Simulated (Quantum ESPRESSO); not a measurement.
## In3GaO4FN (input and log of a self-consistent run)

A calculation, not a measurement. The program is pw.x of Quantum ESPRESSO 7.5 (plane-wave density functional theory). The cell is made up: 10 atoms on a corundum lattice, with randomly drawn elements, strain and displacements, not relaxed. PseudoDojo standard norm-conserving files (v0.5 for PBE, v0.4.1 for LDA and PBEsol) set the functional; there is no spin polarisation, spin-orbit coupling or dispersion term, and the masses in the input are unused placeholders.

Input:

```
&control calculation='scf', pseudo_dir='./dojo.nc.sr.pbe.v0_5.standard.upf', outdir='./o', disk_io='low', tprnfor=.true., tstress=.true. /
&system ibrav=0, nat=10, ntyp=5, nbnd=54, ecutwfc=84.00895049, nosym=.true., tot_charge=0,
 occupations='smearing', smearing='fd', degauss=0.0073498644
/
&electrons conv_thr=7.350e-09, electron_maxstep=60, /
ATOMIC_SPECIES
F 1.0 F.upf
Ga 1.0 Ga.upf
In 1.0 In.upf
N 1.0 N.upf
O 1.0 O.upf
CELL_PARAMETERS angstrom
2.8138 1.6623 4.9759
-2.6621 1.5674 4.921
-0.0064 -3.2456 4.9536
ATOMIC_POSITIONS angstrom
In -0.0076 -0.0588 5.1773
In 0.0227 0.0576 2.2549
In 0.0834 -0.0769 9.6889
Ga 0.1299 -0.0542 12.7473
O -1.0089 1.6266 8.6229
O -0.7489 -1.7517 8.6081
O 1.9634 0.1998 8.652
F 1.1241 -1.6169 6.1263
N 0.8079 1.7232 6.178
O -1.8981 -0.1488 6.1451
K_POINTS automatic
7 7 7 1 1 1
```

The log is shortened where brackets say so; the opening notice, blank lines, dates and the lines on written files are dropped, and the path of the files is cut. It prints rydbergs, bohrs and kilobars, and counts compression as positive stress.

```
     Program PWSCF v.7.5
     Parallel version (MPI & OpenMP), running on       4 processor cores
     Number of MPI processes:                 4
     Threads/MPI process:                     1
     [start-up lines left out]
     bravais-lattice index     =            0
     lattice parameter (alat)  =      11.2499  a.u.
     unit-cell volume          =     888.7462 (a.u.)^3
     number of atoms/cell      =           10
     number of atomic types    =            5
     number of electrons       =        88.00
     number of Kohn-Sham states=           54
     kinetic-energy cutoff     =      84.0090  Ry
     charge density cutoff     =     336.0358  Ry
     scf convergence threshold =      7.3E-09
     mixing beta               =       0.7000
     number of iterations used =            8  plain     mixing
     Exchange-correlation= PBE
                           (   1   4   3   4   0   0   0)
     [axes and pseudopotential details left out]
   Cartesian axes
     site n.     atom                  positions (alat units)
         1        In     tau(   1) = (  -0.0012766  -0.0098771   0.8696704  )
         2        In     tau(   2) = (   0.0038131   0.0096755   0.3787727  )
         3        In     tau(   3) = (   0.0140093  -0.0129175   1.6275181  )
         4        Ga     tau(   4) = (   0.0218203  -0.0091044   2.1412608  )
         5        O      tau(   5) = (  -0.1694726   0.2732324   1.4484540  )
         6        O      tau(   6) = (  -0.1257984  -0.2942463   1.4459679  )
         7        O      tau(   7) = (   0.3298072   0.0335619   1.4533421  )
         8        F      tau(   8) = (   0.1888236  -0.2716030   1.0290811  )
         9        N      tau(   9) = (   0.1357091   0.2894590   1.0377656  )
        10        O      tau(  10) = (  -0.3188383  -0.0249951   1.0322391  )
     number of k points=   172  Fermi-Dirac smearing, width (Ry)=  0.0073
     Number of k-points >= 100: set verbosity='high' to print them.
     Dense  grid:    92423 G-vectors     FFT dimensions: (  72,  72,  72)
     Estimated max dynamical RAM per process >     565.97 MB
     Estimated total dynamical RAM >       2.14 GB
     Initial potential from superposition of free atoms
     starting charge      87.9856, renormalised to      88.0000
     Starting wfcs are   60 randomized atomic wfcs
     total cpu time spent up to now is       15.1 secs
     per-process dynamical memory:   512.9 Mb
     Self-consistent Calculation
     iteration #  1     ecut=    84.01 Ry     beta= 0.70
     Davidson diagonalization with overlap
     ethr =  1.00E-02,  avg # of iterations =  3.0
     total cpu time spent up to now is       48.8 secs
     total energy              =    -752.62956020 Ry
     estimated scf accuracy    <       2.76297702 Ry
     iteration #  2     ecut=    84.01 Ry     beta= 0.70
     Davidson diagonalization with overlap
     ethr =  3.14E-03,  avg # of iterations =  3.3
     total cpu time spent up to now is       88.0 secs
     total energy              =    -753.04576670 Ry
     estimated scf accuracy    <       5.30927468 Ry
     iteration #  3     ecut=    84.01 Ry     beta= 0.70
     Davidson diagonalization with overlap
     ethr =  3.14E-03,  avg # of iterations =  2.0
     total cpu time spent up to now is      122.3 secs
     total energy              =    -753.97877958 Ry
     estimated scf accuracy    <       0.36276701 Ry
     iteration #  4     ecut=    84.01 Ry     beta= 0.70
     Davidson diagonalization with overlap
     ethr =  4.12E-04,  avg # of iterations =  2.0
     total cpu time spent up to now is      155.7 secs
     total energy              =    -754.03753169 Ry
     estimated scf accuracy    <       0.01538185 Ry
     iteration #  5     ecut=    84.01 Ry     beta= 0.70
     Davidson diagonalization with overlap
     ethr =  1.75E-05,  avg # of iterations =  8.5
     total cpu time spent up to now is      201.8 secs
     total energy              =    -754.04042042 Ry
     estimated scf accuracy    <       0.01401869 Ry
     [iterations 6 to 9 left out]
     iteration # 10     ecut=    84.01 Ry     beta= 0.70
     Davidson diagonalization with overlap
     ethr =  5.71E-09,  avg # of iterations =  3.9
     total cpu time spent up to now is      390.6 secs
     total energy              =    -754.04317134 Ry
     estimated scf accuracy    <       0.00000388 Ry
     iteration # 11     ecut=    84.01 Ry     beta= 0.70
     Davidson diagonalization with overlap
     ethr =  4.41E-09,  avg # of iterations =  2.0
     total cpu time spent up to now is      425.1 secs
     total energy              =    -754.04317181 Ry
     estimated scf accuracy    <       0.00000039 Ry
     iteration # 12     ecut=    84.01 Ry     beta= 0.70
     Davidson diagonalization with overlap
     ethr =  4.47E-10,  avg # of iterations =  2.0
     total cpu time spent up to now is      460.3 secs
     total energy              =    -754.04317189 Ry
     estimated scf accuracy    <       0.00000002 Ry
     iteration # 13     ecut=    84.01 Ry     beta= 0.70
     Davidson diagonalization with overlap
     ethr =  2.13E-11,  avg # of iterations =  4.2
     total cpu time spent up to now is      507.3 secs
     total energy              =    -754.04317190 Ry
     estimated scf accuracy    <       0.00000001 Ry
     iteration # 14     ecut=    84.01 Ry     beta= 0.70
     Davidson diagonalization with overlap
     ethr =  1.44E-11,  avg # of iterations =  2.0
     total cpu time spent up to now is      542.5 secs
     End of self-consistent calculation
     [lines on levels left out]
!    total energy              =    -754.04317190 Ry
     estimated scf accuracy    <          2.0E-09 Ry
     smearing contrib. (-TS)   =      -0.00088228 Ry
     internal energy E=F+TS    =    -754.04228962 Ry
     The total energy is F=E-TS. E is the sum of the following terms:
     one-electron contribution =    -206.68371416 Ry
     hartree contribution      =     177.16275526 Ry
     xc contribution           =    -213.09234407 Ry
     ewald contribution        =    -511.42898666 Ry
     convergence has been achieved in  14 iterations
     Forces acting on atoms (cartesian axes, Ry/au):
     atom    1 type  3   force =    -0.02553826    0.07943280    0.04140516
     atom    2 type  3   force =    -0.05708791   -0.07173976   -0.06720063
     atom    3 type  3   force =     0.07055512    0.01445739   -0.05722260
     atom    4 type  2   force =     0.05477204   -0.01732525    0.01155552
     atom    5 type  5   force =     0.02763350    0.01315441    0.00065859
     atom    6 type  5   force =    -0.06813839    0.01214821   -0.01386416
     atom    7 type  5   force =     0.03734006   -0.05708503   -0.01860165
     atom    8 type  1   force =    -0.03550839    0.00321424    0.03457004
     atom    9 type  4   force =     0.01573320    0.04916699    0.05338363
     atom   10 type  5   force =    -0.01976097   -0.02542400    0.01531608
     Total force =     0.231655     Total SCF correction =     0.000086
     Computing stress (Cartesian axis) and pressure
          total   stress  (Ry/bohr**3)                   (kbar)     P=        6.49
   0.00022218  -0.00008491  -0.00017889           32.68      -12.49      -26.32
  -0.00008491  -0.00038251  -0.00028256          -12.49      -56.27      -41.57
  -0.00017889  -0.00028256   0.00029268          -26.32      -41.57       43.05
     init_run     :     14.49s CPU     15.01s WALL (       1 calls)
     electrons    :    526.06s CPU    527.49s WALL (       1 calls)
     forces       :      4.43s CPU      4.47s WALL (       1 calls)
     stress       :     15.20s CPU     15.23s WALL (       1 calls)
     [timing details left out]
     PWSCF        :   9m20.42s CPU   9m22.52s WALL
     JOB DONE.
```

In other units: free energy -10259.280 eV for the cell, pressure 0.65 GPa, largest force component 2.042 eV/Å. A rerun of a related cell, with the same atoms placed differently, at 1437 eV and a 9 x 9 x 9 mesh moved values by no more than 0.004 eV in energy, 0.04 GPa in stress and 0.002 eV/Å in force.